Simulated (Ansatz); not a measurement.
Computed properties of Mg

Mg:
```xyz
6
Lattice="0.0000 4.1212 4.1212 4.1212 0.0000 4.1212 4.1212 4.1212 0.0000" Properties=species:S:1:pos:R:3 pbc="T T T"
Mg     6.1819     6.1819     6.1819
Mg     4.1212     4.1212     4.1212
Mg     3.0909     1.0303     3.0909
Mg     1.0303     1.0303     1.0303
Mg     1.0303     3.0909     3.0909
Mg     3.0909     3.0909     1.0303
```

Space group Fd-3m (No. 227); conventional cell a = 8.242 Å, b = 8.242 Å, c = 8.242 Å, α = 90.00°, β = 90.00°, γ = 90.00°.

Method: PBEsol (plane waves, PAW; program Ansatz). The cell and atoms are relaxed at this level. Other levels are named where they apply.

Cell and energy:

```
Property              Value
---------------  ----------
Volume per atom    23.33 Å³
Density          1.73 g/cm³
```

Electronic structure:

```
Item                                                                         Value
------------------------------------  --------------------------------------------
Electronic character                                             metallic (no gap)
Density of states at the Fermi level  0.36 states/eV per atom (mean over ±0.08 eV)
```

Mechanics:

```
Property                                                                      Result
--------------------------------------------  --------------------------------------
Bulk modulus (Birch–Murnaghan fit)                                          35.3 GPa
Pressure derivative B′                                                           4.0
Elastic constants (relaxed ions, GPa)             C11 = 56.9, C12 = 24.5, C44 = 21.1
Mechanical stability                          stable (all eigenvalues of C positive)
Hill bulk and shear moduli                                         35.3 and 19.0 GPa
Young's modulus                                                             48.3 GPa
Poisson's ratio                                                                 0.27
Debye temperature from the elastic constants                                   384 K
```

Phonons:

```
Quantity                                        Value
-----------------------------  ----------------------
Highest zone-centre frequency               384 cm^-1
Zone-centre stability          no imaginary mode at Γ
```

The start of the workflow was typed in or built on a structure type; neither database checked (COD, Materials Project) lists it. It is not the phase usual at ambient conditions (space group No. 194). The cell was relaxed with PBEsol under the symmetry of its start. As this level gives no gap, shear constants depend on the k-mesh and smearing (Fermi–Dirac, 0.1 eV here). As this level gives no gap, phonon frequencies hold no LO–TO term and depend on the k-mesh and smearing (Fermi–Dirac, 0.1 eV here).

Potentials: the earlier of the program's two PAW sets. The files were generated under PBE; for other functionals the program regenerates the frozen cores, and for LDA and PBEsol the local potential too.
